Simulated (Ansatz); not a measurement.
LiH$_{3}$O$_{2}$:
```
LiH3O2
1.0
    1.22202     0.94601    -5.26738
    1.21978    -5.35023     0.00000
   -3.14144     0.00000     0.00000
Li H O
2 6 4
Direct
  0.65238   0.84757   0.00009
  0.34762   0.15243   0.99991
  0.75576   0.51911   0.35648
  0.24424   0.48089   0.64352
  0.98096   0.74416   0.64358
  0.01904   0.25584   0.35642
  0.73836   0.23856   0.81569
  0.26164   0.76144   0.18431
  0.79326   0.70682   0.50019
  0.20674   0.29318   0.49981
  0.71537   0.21548   0.10112
  0.28463   0.78452   0.89888
```

Relaxed with r²SCAN+D4.

Problem. Map the valence electron density (e/Å³), cut off at 2 on the plane through (0.738, 0.239, 0.816) spanned by u = [0, 0, 1] and v = [1, 1, 1] in lattice vectors, from r²SCAN+D4 in the plane-wave PAW code Ansatz.

Solution. x is the fraction of u, y of v (the angle between them is 84°; rows are the nearest grid lines); atoms in the plane: H at (0.00, 0.00), H at (0.85, 0.52), O at (0.31, 0.98), O at (0.54, 0.55).
```
y \ x   0.000  0.0625  0.188  0.250  0.375  0.438  0.562  0.625  0.750  0.812  0.938   1.00
------  -----  ------  -----  -----  -----  -----  -----  -----  -----  -----  -----  -----
1.00     2.00    2.00   2.00   2.00   2.00   2.00  0.580  0.236  0.092  0.153   1.06   2.00
0.914   0.349   0.595   1.90   2.00   2.00   2.00  0.489  0.212  0.060  0.063  0.194  0.349
0.857   0.092   0.153  0.399  0.582  0.698  0.544  0.202  0.108  0.035  0.030  0.055  0.092
0.771   0.021   0.028  0.054  0.072  0.095  0.093  0.068  0.053  0.027  0.020  0.017  0.021
0.686   0.025   0.025  0.060  0.106  0.274  0.363  0.368  0.284  0.125  0.077  0.031  0.025
0.629   0.056   0.045  0.118  0.250   1.06   1.81   2.00   1.47  0.491  0.286  0.094  0.056
0.543   0.214   0.105  0.168  0.397   2.00   2.00   2.00   2.00   2.00   2.00  0.545  0.214
0.457   0.131   0.073  0.084  0.160  0.644   1.14   1.86   1.54  0.789  0.595  0.252  0.131
0.371   0.026   0.022  0.030  0.044  0.097  0.127  0.153  0.139  0.088  0.065  0.035  0.026
0.314   0.013   0.013  0.021  0.028  0.046  0.052  0.050  0.044  0.027  0.021  0.014  0.013
0.229   0.015   0.018  0.031  0.037  0.045  0.044  0.031  0.024  0.014  0.012  0.012  0.015
0.143   0.068   0.093  0.158  0.184  0.172  0.135  0.063  0.041  0.023  0.026  0.049  0.068
0.0857  0.295   0.400  0.745  0.934  0.794  0.528  0.164  0.087  0.049  0.068  0.198  0.295
0.000    2.00    2.00   2.00   2.00   2.00   2.00  0.580  0.236  0.092  0.153   1.06   2.00
```

The density is the valence pseudo-density with augmentation charge, so density and ELF within about 1 Å of a nucleus are not all-electron values.

Space group C2/m. The first step of the workflow began from a Materials Project structure, measured or hypothetical; the Crystallography Open Database files this formula in space group No. 12, but the cells were not matched. Whether it is the stable phase at ambient conditions was not checked. The r²SCAN+D4 relaxation kept the symmetry of its start; its stability against distortions is not shown here.

Potentials: the later of the program's two PAW sets.
